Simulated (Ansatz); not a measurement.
CdTe:
```cif
data_Cd4Te4
_chemical_formula_sum 'Te4 Cd4'
_space_group_name_H-M_alt 'F-43m'
_space_group_IT_number 216
_space_group_name_Hall 'F -4 2 3'
_cell_length_a 6.61826
_cell_length_b 6.61826
_cell_length_c 6.61826
_cell_angle_alpha 90.000
_cell_angle_beta 90.000
_cell_angle_gamma 90.000
loop_
_atom_site_label
_atom_site_type_symbol
_atom_site_symmetry_multiplicity
_atom_site_Wyckoff_symbol
_atom_site_fract_x
_atom_site_fract_y
_atom_site_fract_z
_atom_site_occupancy
Te1 Te 4 c 0.25000 0.25000 0.25000 1
Cd1 Cd 4 a 0.00000 0.00000 0.00000 1
```
(The calculation used a cell of 2 atoms; values per cell refer to that cell.)

Relaxed with PBE. 

Q: HSE06 on this cell (Ansatz, a quantum-chemistry and plane-wave program, PAW) gives a gap of 1.42 eV. What does PBE give?

A: 0.58 eV.

Cost on shared cores: the PBE run (SCF on a 7×7×7 mesh, then bands and DOS) very roughly 22 core-seconds, the HSE06 run (SCF on 5×5×5, then a few points) very roughly 80 core-seconds; the tasks are unlike.

The PBE relaxation kept the symmetry of its start; of distortions, only those at the zone centre were tested. Scalar-relativistic: spin–orbit coupling is off unless named, which matters more the heavier the elements.

Potentials: the later of the program's two PAW sets.

Ansatz is a plane-wave DFT program.
